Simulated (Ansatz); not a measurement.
The elements of this relaxed trial crystal are hidden behind letters.

```
lattice vectors (Å)
   2.7420    0.0000    0.0000
   0.0000    2.7420    0.0000
   0.0000    0.0000   13.5286
fractional positions
X 0.0000 0.0000 0.6647
X 0.5000 0.5000 0.8320
X 0.5000 0.5000 0.1680
X 0.0000 0.0000 0.3353
X 0.5000 0.5000 0.5000
Z 0.0000 0.0000 0.0000
```

These are results of Ansatz 0.2.0, DFT PBE, scalar-relativistic, plane waves, PAW, not measurements. Plane waves to 420 eV, a 14×14×4 mesh through Γ for the 6-atom cell and 0.10 eV Gaussian smearing; no spin polarisation.

```
Space group                                : P4/mmm (No. 123)
Conventional cell                          : a = 2.742 Å, c = 13.529 Å
Volume per atom                            : 16.95 Å³
Density                                    : 6.91 g/cm³
Energy over the elements                   : +0.12 eV/atom
Gap on the 14×14×4 mesh of the 6-atom cell : 0 eV (a metal)
```

Energies are uncorrected and count from the elements' standard states at the same level.

Question: X is a d-block element of period 4 and Z is a d-block element of period 6. Which elements are they?

Answer: X = Ti, Z = W, so the formula is Ti5W. Density times volume gives a mean mass of 6.91 × 16.95/1.6605 = 70.5 u per atom, and this set has 70.5 u. Among the elements that the hints allow, noble gases aside, only these give it. Ti on a site of symmetry 4mm is surrounded by 4 Ti at 2.74 Å and 8 Ti at 2.95–2.98 Å; Ti on a second site of symmetry 4mm is surrounded by 4 Ti at 2.74 Å, 4 Ti at 2.98 Å and 4 W at 2.99 Å; W has 4 W at 2.74 Å and 8 Ti at 2.99 Å; 1 more site not described.

These runs have no spin–orbit coupling, which can matter for W. Symmetry constrained the relaxation, so the result can be a saddle point. Another cell of Ti5W relaxed alike, in Cmmm, lies 49 meV/atom lower, so this cell isn't the stable form at this level.
